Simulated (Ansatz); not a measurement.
An input for the plane-wave PAW code Ansatz:

```yaml
crystal:
  lattice:
    - [3.8350985593, 0.0, 0.0]
    - [-1.9175492796, 3.3212927784, 0.0]
    - [0.0, 0.0, 4.2283697575]
  atoms:
    - { symbol: F, position: [0.3333333333, 0.6666666667, 0.60998933] }
    - { symbol: F, position: [0.6666666667, 0.3333333333, 0.39001067] }
    - { symbol: F, position: [0.0, 0.0, 0.0] }
    - { symbol: Lu, position: [0.0, 0.0, 0.5] }
basis:
  ecutwfc: 420
  ecutrho_ratio: 4
kpoints:
  mp_grid: { grid: [10, 10, 8] }
hamiltonian:
  xc: pbesol
scf:
  occupations: { method: gaussian, width: 0.05 }
output:
  forces: true
  stress: true
  eigenvalues: true
relax:
  f_tol: 0.01
  max_steps: 60
  cell: { stress_tol: 0.04 }
```

Launched as:
```sh
ansatz run input.yaml --threads 4 --pin off --max-ram 8192MiB --backend cpu --events-out ev --progress --plain --runs-dir out
```

The chain of runs began from a structure of the Materials Project database, expanded in volume; all values here are this work's own. Such entries can be computed or ordered models and not known phases.

**Question.** Predict the main results.

**Answer.** Final volume 13.76 Å³/atom, energy lowered by 2.2 meV/atom, pressure 0.0 GPa, gap on the mesh 6.65 eV (PBEsol, scalar-relativistic).

**Question.** About how long does the run take on 4 threads of Intel(R) Xeon(R) Platinum 8488C (Sapphire Rapids), with other jobs on the host, and how much memory does it need?

**Answer.** About 12 s, with a peak of 0.52 GiB.

Output, machine lines left out:

```
Pseudopotentials: kind: paw
Pseudopotential: F, paw, valence charge 7, recommended cutoff 420 eV (normal), F.paw.azcp
Pseudopotential: Lu, paw, valence charge 25, recommended cutoff 420 eV (normal), Lu.paw.azcp
Crystal: 4 atoms, lattice volume = 53.859 Å³
Basis set: ecut = 420 eV, 1047 PW (Γ), exchange–correlation on 54×54×60 points (8 copies of the dense FFT grid, shifted against one another)
Bands: 28, of which v1, the nominal top of the filled ones, is band 23 counted from 1 (22 counted from 0)
Symmetry: 12 space group operations
Space group: P-3m1 (ITA 164), of the structure as read, at distance tolerance 3.8e-5 Å
k-points: 94 of 800
Initial density: superposition of atomic densities (neutral atoms: chi_scale 0, normalization atom), corrected by the library's trained network
Initial wavefunctions: pseudopotential atomic-orbital guess
Functional: x = pbesol(κ = 0.804, μ = 0.12346), c = pbesol(β = 0.046)
```

SCF trace (energy estimate counted from the last row; the run made several SCF loops, for ionic steps, more bands or searches for a lower state, numbered loop.iteration):
```
iteration  ΔE (eV)  density residual (eV)
      1.1   -0.016                7.88e-2
      1.2    0.009                8.37e-4
      1.3    0.009                3.28e-4
      1.4    0.008                5.30e-5
      1.5    0.009                6.05e-6
      1.6    0.009                2.46e-6
      1.7    0.009                1.20e-6
      1.8    0.009                1.23e-7
      1.9    0.009                3.59e-8
      2.1  2.8e-03                6.60e-3
      2.2  4.7e-03                2.07e-3
      2.3    0.005                6.45e-4
      2.4    0.006                1.11e-4
        …        …                      …
      6.5    0.000                1.97e-9
      6.6    0.000               4.50e-10
      6.7    0.000               3.41e-11
      6.8    0.000               2.07e-11
```

```
SCF converged after 8 iterations
Free energy (F): -17020.417989 eV
E sigma→0 (E₀):  -17020.417989 eV
Fermi energy:    8.887857 eV
--- Per-component energies (eV) ---
  E_band       = -162.499495
  E_kinetic    = 1036.856306
  E_local      = -9293.504282  (includes V_loc(G=0)·N_el)
  E_nonlocal   = 805.174261
  E_hartree    = 3848.994821
  E_xc         = -452.710991
  E_vxc        = -562.197495  (∫ρ·V_xc dr)
  E_paw        = -7836.459086  (= ΣΔE_a)
  E_vpaw       = 153.175647  (= ΣTr[D̂ρ^β])
  E_aug_tail   = 0.006095  (compensation charges beyond the density's cutoff)
  E_ewald      = -5130.094608
  E_core_change = 1.319496  (= ΣΔE_core)
  E_smearing   =  0.000000  (= −TS)
--- Forces (eV/Å), atoms counted from 1 ---
  atom   1  F      0.00000000     0.00000000    -0.00043585
  atom   2  F      0.00000000     0.00000000     0.00043585
  atom   3  F      0.00000000     0.00000000     0.00000000
  atom   4  Lu     0.00000000     0.00000000     0.00000000
--- Stress (GPa, compression-positive) ---
        0.027110       0.000000       0.000000
        0.000000       0.027110       0.000000
        0.000000       0.000000       0.022597
  P = ⅓ Tr σ = 0.0256 GPa (0.256 kbar)
--- Band table (eV; the first three rows and the last of 94) ---
  k-point 0: bands = ["-46.8094", "-17.7172", "-17.5369", "-17.5369", "-15.6922", "-14.7151", "-14.3913", "1.4668", "1.4668", "3.1647", "3.6079", "3.7333", "3.8571", "3.8571", "4.0599", "4.0599", "4.6326", "4.7570", "4.7822", "4.7822", "5.2342", "5.2342", "5.3970", "12.2136", "13.4392", "13.4392", "16.1918", "17.1644"]
  k-point 1: bands = ["-46.8092", "-17.8427", "-17.5362", "-17.5362", "-15.6776", "-14.5538", "-14.3699", "1.4656", "1.4656", "3.0055", "3.4968", "3.8029", "3.8699", "3.8699", "4.0582", "4.0582", "4.6326", "4.7522", "4.7718", "4.7718", "5.1883", "5.1883", "5.2441", "12.4448", "13.5733", "13.5733", "16.4157", "17.1827"]
  k-point 2: bands = ["-46.8087", "-18.0988", "-17.5345", "-17.5345", "-15.6570", "-14.4309", "-14.0780", "1.4626", "1.4626", "2.5428", "3.3670", "3.8581", "3.9059", "3.9059", "4.0534", "4.0534", "4.6327", "4.7344", "4.7344", "4.7381", "4.9874", "5.0889", "5.0889", "13.0452", "13.8998", "13.8998", "16.5306", "17.2320"]
  k-point 93: bands = ["-46.8005", "-18.3125", "-18.1947", "-17.9952", "-14.5063", "-14.3661", "-13.5378", "1.2782", "2.1105", "2.1670", "2.3165", "3.6720", "3.8788", "3.9963", "4.3100", "4.4150", "4.6524", "4.6585", "4.6908", "4.7044", "4.7931", "4.8119", "5.3290", "14.0019", "14.0353", "15.0033", "15.2982", "18.2297"]
--- Relaxed structure (4 steps of the walk, 4 accepted, 2 SCFs on fresh bases) ---
  F+E_penalty+E_count = -17020.41798871 eV   max|allowed force component| = 4.359e-4 eV/Å   (the final SCF, on the basis selected at the relaxed cell)
  cell:  # Å, volume = 55.0314 Å³
    - [3.86206, 0.00000, 0.00000]
    - [-1.93103, 3.34464, 0.00000]
    - [0.00000, 0.00000, 4.26032]
  atoms:
    - { symbol: F, position: [0.33333, 0.66667, 0.60792] }
    - { symbol: F, position: [0.66667, 0.33333, 0.39208] }
    - { symbol: F, position: [0.00000, 0.00000, 0.00000] }
    - { symbol: Lu, position: [0.00000, 0.00000, 0.5] }
```

Total energies depend on the potentials used, so only differences within one code and one set of settings carry meaning.

Kohn–Sham gaps of semilocal functionals lie under measured ones, often by a third or more. Spin–orbit coupling, which matters for such heavy elements, is left out.
